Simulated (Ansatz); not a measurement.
fluorite-structured EuF₂

All numbers are calculated (PBEsol+U, U = 8.0 eV, J = 0.9 eV (Liechtenstein form) on Eu f, fully localised double counting, collinear spin, scalar-relativistic, 420 eV, PAW set soft_2 (made for PBE), 6×6×6 mesh, Gaussian smearing of 0.05 eV) with the plane-wave PAW code Ansatz.

```yaml
crystal:
  lattice:
    - [0.00000, 2.89800, 2.89800]
    - [2.89800, 0.00000, 2.89800]
    - [5.79600, 5.79600, 0.00000]
  atoms:
    - { symbol: Eu, position: [0.00000, 0.00000, 0.00000] }
    - { symbol: F, position: [0.25000, 0.25000, 0.12500] }
    - { symbol: F, position: [0.75000, 0.75000, 0.37500] }
    - { symbol: Eu, position: [0.00000, 0.00000, 0.50000] }
    - { symbol: F, position: [0.25000, 0.25000, 0.62500] }
    - { symbol: F, position: [0.75000, 0.75000, 0.87500] }
```

The structure type is one reported for this compound, at the reported volume. The cell shown is twice the primitive one, so that more magnetic patterns fit.

Cell and atoms stay fixed. Atoms count from 1 in the text and from 0 in parts of the program's output.

Two runs on this cell converged from different starts. The ends of their outputs, energies left out (λ are the eigenvalues of a shell's occupation matrix):

Run A:

```
Magnetization: -4.0000 μB (29.0000 up, 33.0000 down)
Absolute magnetization: 10.3706 μB (∫|ρ↑−ρ↓|, with the PAW one-centre terms)
Per-site moments (μB) at R_I (Å): [(2.90797, 1.03527), (-0.00197, 1.03527), (0.00380, 1.03527), (-6.76427, 1.03527), (0.00380, 1.03527), (-0.00197, 1.03527)]
Fermi energy:    11.062025 eV
--- Forces (eV/Å), atoms counted from 1 ---
  atom   1  Eu     0.00000000     0.00000000     0.00000000
  atom   2  F     -0.03591243    -0.02574546     0.02991559
  atom   3  F     -0.03571102    -0.02592298     0.03017078
  atom   4  Eu     0.00000000     0.00000000     0.00000000
  atom   5  F      0.03571102     0.02592298    -0.03017078
  atom   6  F      0.03591243     0.02574546    -0.02991559
--- Stress (GPa, compression-positive) ---
       -0.602403      -0.001589       0.001791
       -0.001435      -0.401054       0.002484
        0.001817       0.002470      -0.569442
  P = ⅓ Tr σ = -0.5243 GPa (-5.243 kbar)
--- Löwdin populations: 6 sites ---
  site symbol       q [e]    m [muB]
     0     Eu     16.1837     3.0078
     1      F      7.3889    -0.0017
     2      F      7.3916     0.0054
     3     Eu     16.1687    -7.0114
     4      F      7.3916     0.0054
     5      F      7.3889    -0.0017
--- Occupation matrices: 2 shells (run DFT+U table (all-electron-ortho-atomic); ε = 2.00e-2, under-converged) ---
  Eu0 f_4F up     Tr n = 5.0046  λ = 0.002 0.008 0.998 0.998 0.999 0.999 1.000
  Eu0 f_4F dn     Tr n = 2.0117  λ = 0.002 0.002 0.002 0.002 0.008 0.997 0.998
  Eu3 f_4F up     Tr n = 0.0195  λ = 0.002 0.002 0.002 0.002 0.002 0.002 0.007
  Eu3 f_4F dn     Tr n = 6.9928  λ = 0.998 0.998 0.998 0.999 1.000 1.000 1.000
```

Run B:

```
Magnetization: 0.0000 μB (31.0000 up, 31.0000 down)
Absolute magnetization: 14.0927 μB (∫|ρ↑−ρ↓|, with the PAW one-centre terms)
Per-site moments (μB) at R_I (Å): [(6.76413, 1.03527), (-0.00336, 1.03527), (0.00336, 1.03527), (-6.76413, 1.03527), (0.00336, 1.03527), (-0.00336, 1.03527)]
Fermi energy:    9.946805 eV
--- Forces (eV/Å), atoms counted from 1 ---
  atom   1  Eu     0.00000000     0.00000000     0.00000000
  atom   2  F      0.00007810     0.00007810    -0.00007810
  atom   3  F     -0.00007810    -0.00007810     0.00007810
  atom   4  Eu     0.00000000     0.00000000     0.00000000
  atom   5  F      0.00007810     0.00007810    -0.00007810
  atom   6  F     -0.00007810    -0.00007810     0.00007810
--- Stress (GPa, compression-positive) ---
        0.131918      -0.003090       0.003090
       -0.003090       0.131918       0.003090
        0.003090       0.003090       0.131918
  P = ⅓ Tr σ = 0.1319 GPa (1.319 kbar)
--- Löwdin populations: 6 sites ---
  site symbol       q [e]    m [muB]
     0     Eu     16.1701     7.0105
     1      F      7.3930    -0.0044
     2      F      7.3930     0.0044
     3     Eu     16.1701    -7.0105
     4      F      7.3930     0.0044
     5      F      7.3930    -0.0044
--- Occupation matrices: 2 shells (run DFT+U table (all-electron-ortho-atomic); ε = 9.73e-5) ---
  Eu0 f_4F up     Tr n = 6.9928  λ = 0.998 0.998 0.998 0.999 1.000 1.000 1.000
  Eu0 f_4F dn     Tr n = 0.0195  λ = 0.002 0.002 0.002 0.002 0.002 0.002 0.007
  Eu3 f_4F up     Tr n = 0.0195  λ = 0.002 0.002 0.002 0.002 0.002 0.002 0.007
  Eu3 f_4F dn     Tr n = 6.9928  λ = 0.998 0.998 0.998 0.999 1.000 1.000 1.000
```

Q: Which run lies higher in energy, by how much, and why?

A: Run A, by 639.6 meV/atom. Run A has a gap of 0.69 eV and a whole-number cell moment of 4 μB, as a collinear insulator must have; run B has a gap of 3.04 eV. Run A kept 2 symmetry operations, run B 12. Flag on run A: possible saddle point, occupations loosely converged. On Eu1, N↑ − N↓ is 2.99 in size in run A against 6.97 in run B: with fewer parallel spins, run A lacks part of the exchange energy behind Hund's first rule. The Hubbard term of the energy is 0.19 eV per cell in run B and -1.40 eV in run A. Of the difference of 3.84 eV per cell, the Hubbard term gives -1.59 eV and all other terms 5.43 eV, so the other terms decide the order against the Hubbard term. In the Liechtenstein form the double counting takes out a Hund's exchange of the size of J, which can exceed what the functional holds; that favours the lower spin, so the cost of lowering it is probably understated. The other terms are taken on each state's own density, so they aren't the result of a run without U.

Every start opposed the Eu moments, so their parallel order wasn't tried.

Run A started from: random orbitals: single harmonics, lower spin (5+2, 6+1 electrons), moments Eu1 3.00; Eu4 -5.00 μB, occupations held for 12 iterations. Run B started from: typed shells with each spin channel wholly full or empty (7+0 electrons), moments Eu1 7.00; Eu4 -7.00 μB, occupations held for 5 iterations. At this level the cell was started in 6 ways. Run B holds the lowest state found for this cell, which doesn't make it the ground state. In the lowest free state the Eu 4f shell holds 7.01 electrons, the count of the divalent ion that the formula's charges ask for. Spin–orbit coupling is left out. U wasn't fitted or computed for this material, so the results show what this U gives and needn't match the real solid. The program marks an occupation table as loosely converged. Gaps are Kohn–Sham gaps over the k-mesh alone and may be smaller between its points.
